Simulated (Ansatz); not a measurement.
This cell of Be (hcp, Mg type) is off equilibrium:

```
CELL_PARAMETERS angstrom
      2.26315     0.00000     0.00000
     -1.13157     1.95994     0.00000
      0.00000     0.00000     3.56313
ATOMIC_POSITIONS crystal
  Be 0.33333 0.66667 0.72193
  Be 0.66667 0.33333 0.27807
```

Method: r2SCAN (plane waves to 500 eV, PAW, scalar-relativistic; Ansatz, a first-principles code). k mesh 23×23×13 (Γ-centred), Fermi-Dirac smearing 0.05 eV. Compression counts positive. With partly filled bands, energies and forces of such displacements shift with the k mesh and the smearing. Be was relaxed with its symmetry unable to fall. The PAW data are Ansatz's earlier set.

What forces act on the atoms (eV/Å, Cartesian)?


| atom | Fx | Fy | Fz |
|---|---|---|---|
| Be1 | 0.000 | 0.000 | 1.750 |
| Be2 | 0.000 | 0.000 | -1.750 |

Give the stress tensor in GPa and the pressure.


```
    2.0      0.0      0.0
    0.0      2.0      0.0
    0.0      0.0      6.9
```
The pressure, a third of the trace, is 3.6 GPa.

(A displaced cell: forces are minus the slopes of the energy, force constants its curvatures, and phonons follow from these.)
